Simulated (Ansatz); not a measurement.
Crystals of one structure type (zinc blende), relaxed and computed with DFT-r²SCAN in the program Ansatz with PAW potentials; HSE06 gaps on those cells.

```json
[
 {"crystal": "BeS", "a (Å)": "4.869", "gap (eV)": "3.59", "highest Γ mode, no LO–TO term (cm⁻¹)": "564", "B₀ by P(V) fit (GPa)": "97.5", "G_Hill (GPa)": "70.0", "HSE06 gap (eV)": "4.08"},
 {"crystal": "ZnS", "a (Å)": "5.389", "gap (eV)": "2.70", "highest Γ mode, no LO–TO term (cm⁻¹)": "273", "B₀ by P(V) fit (GPa)": "78.6", "G_Hill (GPa)": "35.8", "HSE06 gap (eV)": "3.37"},
 {"crystal": "CdS", "a (Å)": "[?]", "gap (eV)": "[?]", "highest Γ mode, no LO–TO term (cm⁻¹)": "[?]", "B₀ by P(V) fit (GPa)": "[?]", "G_Hill (GPa)": "[?]", "HSE06 gap (eV)": "[?]"},
 {"crystal": "CdSe", "a (Å)": "6.133", "gap (eV)": "1.04", "highest Γ mode, no LO–TO term (cm⁻¹)": "163", "B₀ by P(V) fit (GPa)": "51.5", "G_Hill (GPa)": "15.3", "HSE06 gap (eV)": "1.49"},
 {"crystal": "CdTe", "a (Å)": "6.558", "gap (eV)": "1.16", "highest Γ mode, no LO–TO term (cm⁻¹)": "136", "B₀ by P(V) fit (GPa)": "40.3", "G_Hill (GPa)": "14.1", "HSE06 gap (eV)": "1.51"}
]
```

Problem. Complete the blanks.

Solution. 
- CdS, a (Å): 5.878
- CdS, gap (eV): 1.54
- CdS, highest Γ mode, no LO–TO term (cm⁻¹): 228
- CdS, B₀ by P(V) fit (GPa): 60.5
- CdS, G_Hill (GPa): 17.1
- CdS, HSE06 gap (eV): 2.11

All cells were relaxed under the symmetry of their starts (and spin orders); stability against distortions was not tested throughout. Scalar-relativistic: spin–orbit coupling is off unless named, which matters more the heavier the elements.

Potentials: the later of the program's two PAW sets.
